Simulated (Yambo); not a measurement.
G0W0@PBEsol for Li2PdO3 (space group C2/m, No. 12) in Yambo. Reference settings: 2×2×2 Γ-centred k mesh, bands 13 to 177 and a 7 Ry block in the screening, 177 bands in G with the Bruneval-Gonze terminator, plasmon pole fitted at 27.2 eV. The PBEsol gap (-0.5, -0.5, 0) → (-0.5, -0.5, -0.5) on this mesh is 1.49 eV; G0W0 gaps are taken between the same points.

With and without the terminator, as bands are cut:

```
bands in G (in W)  gap, terminator (eV)  gap, none (eV)  valence shift, terminator (eV)  valence shift, none (eV)
-----------------  --------------------  --------------  ------------------------------  ------------------------
82 (177)                          2.764           2.824                          -0.238                     0.374
123 (177)                         2.758           2.791                          -0.254                     0.133
177 (177)                         2.757           2.783                          -0.261                    -0.035
```

Over this range the gap spans 0.007 eV with the terminator and 0.041 eV without, the valence shift 0.023 eV and 0.409 eV. Neither column has reached its limit for certain.

Spin-orbit coupling is not included.

Geometry of the Materials Project entry, not relaxed at this level; primitive cell a = b = 5.1008 Å, c = 5.0589 Å, α = β = 99.68°, γ = 119.95°.

The structure is a Materials Project entry; no match was found in the copy of COD used, and its stability was not checked.

A shift is the quasiparticle energy of the state minus its PBEsol energy.
